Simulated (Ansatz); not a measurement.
## How the functional changes ReP (rocksalt start)

The compound was started in one structure type and brought to zero pressure at each level (plane-wave PAW code Ansatz, Gaussian smearing of 0.05 eV, scalar-relativistic unless SOC, spin–orbit coupling, is named).

The structure was built from a prototype; whether the compound forms in it isn't claimed.

The cell at PBEsol (neighbours within 15 % of each site's shortest distance, so a longer bond may be listed from one end only): It takes space group Fm-3m (No. 225, cubic). The conventional cell has a = 4.868 Å, b = 4.868 Å, c = 4.868 Å, α = 90.00°, β = 90.00°, γ = 90.00°. Re (site symmetry m-3m) is surrounded by 6 P at 2.43 Å. P (site symmetry m-3m) is surrounded by 6 Re at 2.43 Å.

| level | cutoff (eV) | k-mesh | final group | a (Å) | V (Å³/atom) | gap (eV) | B0 (GPa) | E_f (eV/atom) |
| --- | --- | --- | --- | --- | --- | --- | --- | --- |
| PBEsol*‡ | 420 | 12×12×12 | Fm-3m | 4.868 | 14.42 | metal | 237 | 0.57 |
| PBE* | 420 | 12×12×12 | Fm-3m | 4.916 | 14.85 | metal | 217 | 0.61 |
| r²SCAN* | 500 | 12×12×12 | Fm-3m | 4.892 | 14.63 | metal | 229 | 0.65 |

Volumes against PBE: PBEsol −2.9 %, r²SCAN −1.5 %. PBEsol < PBE is the usual order of volumes: a stronger gradient correction lowers the energy of inhomogeneous, expanded densities and so lengthens the bonds (here 1.0 % in length from PBEsol to PBE, a third of the change in volume). The formation energy spans 0.08 eV/atom over the functionals (PBEsol lowest, r²SCAN highest); the spread holds the functional's effect on the elements as well as on the compound.

* A small displacement or strain of this cell lowered its energy, so it isn't a true minimum. ‡ The elastic check found it unstable, so the cell may be held only by its symmetry; for metals the mesh of that check is too coarse to be sure. No mark: no distortion tried lowers the energy by 0.5 meV/atom or more (2 in metals), or none was tried. Spin–orbit coupling is left out, which matters for the heaviest elements here. The PAW datasets are PBE ones. E_f is the formation energy from the elements run alike, at 0 K, without zero-point energy or dispersion between the molecules, chains or layers of the solid elements; it is good to about 0.01 eV/atom as a calculation.

All runs used the PAW datasets of the set soft_2.
